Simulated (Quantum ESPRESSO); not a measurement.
```cif
data_Se4Sn4
_chemical_formula_sum 'Se4 Sn4'
_space_group_name_H-M_alt 'Pnma'
_space_group_IT_number 62
_space_group_name_Hall '-P 2ac 2n'
_cell_length_a 11.55885
_cell_length_b 4.19035
_cell_length_c 4.33310
_cell_angle_alpha 90.000
_cell_angle_beta 90.000
_cell_angle_gamma 90.000
loop_
_space_group_symop_operation_xyz
  'x, y, z'
  '-x, -y, -z'
  '-x+1/2, -y, z+1/2'
  'x+1/2, y, -z+1/2'
  'x+1/2, -y+1/2, -z+1/2'
  '-x+1/2, y+1/2, z+1/2'
  '-x, y+1/2, -z'
  'x, -y+1/2, z'
loop_
_atom_site_label
_atom_site_type_symbol
_atom_site_symmetry_multiplicity
_atom_site_Wyckoff_symbol
_atom_site_fract_x
_atom_site_fract_y
_atom_site_fract_z
_atom_site_occupancy
Se1 Se 4 c 0.14296 0.25000 0.52174 1
Sn1 Sn 4 c 0.11963 0.75000 0.08595 1
```

Cell and atoms were relaxed with PBE+D3(BJ) from Materials Project entry mp-691, within its symmetry.

Question: What does PBEsol (Quantum ESPRESSO, PseudoDojo norm-conserving, 86 Ry, no spin-orbit coupling) give for the electronic structure near the Fermi level?

Answer: The PBEsol gap is 0.40 eV; at least one edge lies off the plotted path, at a point of the SCF mesh. The smallest direct gap is 0.46 eV. Spin-orbit splittings are left out.

Letters of k points follow the standard setting of the lattice, whose axes may be ordered differently from the printed cell.
